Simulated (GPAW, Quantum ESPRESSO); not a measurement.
This is a calculation of HfMo for GPAW 26.7.0. The cell comes from a database or a generator and needn't be the stable form of this composition.

The input HfMo.xyz:

```xyz
2
Lattice="1.6712035000 -2.4724670000 0.0000000000 1.6712035000 2.4724670000 0.0000000000 0.0000000000 0.0000000000 4.4470110000" Properties=species:S:1:pos:R:3 pbc="T T T"
Hf     0.0000000000      0.0000000000      0.0000000000
Mo     1.6712035000      0.0000000000      2.2235055000
```

Potentials or basis: GPAW PAW data sets (gpaw-data 1.2.1), pw.

Command:

```bash
$ OMP_NUM_THREADS=1 gpaw run HfMo.xyz -p 'mode=PW(600),xc=PBE,kpts={size:(10,10,6),gamma:True},occupations={name:fermi-dirac,width:0.05},nbands=26,convergence={density:1e-05,energy:1e-05},maxiter=150,txt=gpaw.txt' --properties efs -w gs.gpw
```

Translate it to Quantum ESPRESSO 7.5 (ASE script). Potentials or basis there: SSSP 1.3 efficiency PBE, cutoff 816 eV.

As run (cutoffs and basis follow the program's own potentials, and thresholds, step limits or extra output files can differ):

run.py

```python
import numpy as np
from ase.calculators.espresso import Espresso, EspressoProfile
from ase.io import read

atoms = read('HfMo.xyz')

input_data = {
    'control': {'calculation': 'scf', 'prefix': 'pwscf', 'outdir': './tmp', 'tprnfor': True, 'tstress': True, 'disk_io': 'nowf'},
    'system': {'ecutwfc': 60.0, 'nbnd': 20, 'occupations': 'smearing', 'smearing': 'fd', 'degauss': 0.00367493},
    'electrons': {'conv_thr': 4e-10, 'electron_maxstep': 120, 'mixing_beta': 0.5},
}
pseudopotentials = {'Hf': 'Hf-sp.oncvpsp.upf', 'Mo': 'Mo_ONCV_PBE-1.0.oncvpsp.upf'}
profile = EspressoProfile(command='pw.x', pseudo_dir='pseudo')
dft = Espresso(profile=profile, input_data=input_data, pseudopotentials=pseudopotentials, kpts=(10, 10, 6), koffset=(0, 0, 0))
atoms.calc = dft

print(f'energy {atoms.get_potential_energy():.8f} eV')
print('forces (eV/A)')
print(np.round(atoms.get_forces(), 6))
print('stress (eV/A^3, Voigt)')
print(np.round(atoms.get_stress(), 8))
print(f'Fermi level {dft.get_fermi_level():.4f} eV')
```

HfMo.xyz

```xyz
2
Lattice="1.6712035000 -2.4724670000 0.0000000000 1.6712035000 2.4724670000 0.0000000000 0.0000000000 0.0000000000 4.4470110000" Properties=species:S:1:pos:R:3 pbc="T T T"
Hf     0.0000000000      0.0000000000      0.0000000000
Mo     1.6712035000      0.0000000000      2.2235055000
```

Potentials or basis: SSSP 1.3 efficiency PBE.

The run is started by

```bash
$ OMP_NUM_THREADS=1 python run.py
```

Both were run:

|  | GPAW | Quantum ESPRESSO |
| --- | --- | --- |
| Pressure | 0.5 GPa | 0.1 GPa |

Pressure is positive in compression.
